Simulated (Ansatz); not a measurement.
**Li under compression and expansion**

```cif
data_structure
_symmetry_space_group_name_H-M 'Fm-3m'
_symmetry_Int_Tables_number 225
_cell_length_a 4.4040
_cell_length_b 4.4040
_cell_length_c 4.4040
_cell_angle_alpha 90.000
_cell_angle_beta 90.000
_cell_angle_gamma 90.000
_cell_volume 85.42
loop_
_atom_site_label
_atom_site_type_symbol
_atom_site_symmetry_multiplicity
_atom_site_Wyckoff_symbol
_atom_site_fract_x
_atom_site_fract_y
_atom_site_fract_z
_atom_site_occupancy
Li1 Li 4 a 0.00000 0.00000 0.00000 1
```

The runs use the primitive cell with vectors (0.000, 2.202, 2.202), (2.202, 0.000, 2.202), (2.202, 2.202, 0.000) Å, to which the k mesh refers.

Symmetry: Fm-3m, No. 225, cubic system. The conventional cell has a = 4.404 Å, b = 4.404 Å, c = 4.404 Å, α = 90.00°, β = 90.00°, γ = 90.00°. Li (site symmetry m-3m) is surrounded by 12 Li at 3.11 Å.

The cell is COD entry 9008473, as deposited and not checked against the literature; nothing was relaxed.

Methods: DFT, PBEsol, all-electron LAPW, scalar-relativistic (Ansatz 0.2.0); DFT, PBEsol, PAW with Ansatz's default frozen-core files, scalar-relativistic (Ansatz 0.2.0).

For LAPW: a Γ-centred 13×13×13 k mesh, Fermi–Dirac smearing of 0.08 eV, basis error target 0.25 meV/atom, no spin polarisation. PAW takes a cutoff of 420 eV at this cell (files made with PBE, cores remade for this functional). The Ansatz runs share mesh, smearing and spin set-up. Plane-wave (PAW) pressures include the program's estimate of the Pulay term.

The cell above is scaled evenly, with fractional coordinates and shape held.

(1) Estimate the equilibrium volume and bulk modulus that full-potential LAPW gives for this fixed shape.

## Answers

(1) V0 = 20.22 Å³/atom, B0 = 14 GPa, B0′ = 3.2, from a third-order Birch–Murnaghan fit to these pressures:
| V/V(cell) | V (Å³/atom) | P, LAPW (GPa) | P, PAW (GPa) |
| --- | --- | --- | --- |
| 0.9400 | 20.073 | 0.10 | 0.10 |
| 0.9500 | 20.286 | -0.04 | -0.04 |
| 0.9600 | 20.500 | -0.18 | -0.18 |
| 0.9750 | 20.820 | -0.38 | -0.37 |
| 0.9800 | 20.927 | -0.44 | -0.44 |
| 0.9900 | 21.141 | -0.56 | -0.56 |
| 1.0000 | 21.354 | -0.67 | -0.67 |
| 1.0100 | 21.568 | -0.78 | -0.78 |
| 1.0200 | 21.781 | -0.89 | -0.89 |
| 1.0250 | 21.888 | -0.94 | -0.94 |
| 1.0400 | 22.208 | -1.09 | -1.09 |
| 1.0500 | 22.422 | -1.18 | -1.18 |
| 1.0600 | 22.635 | -1.27 | -1.27 |
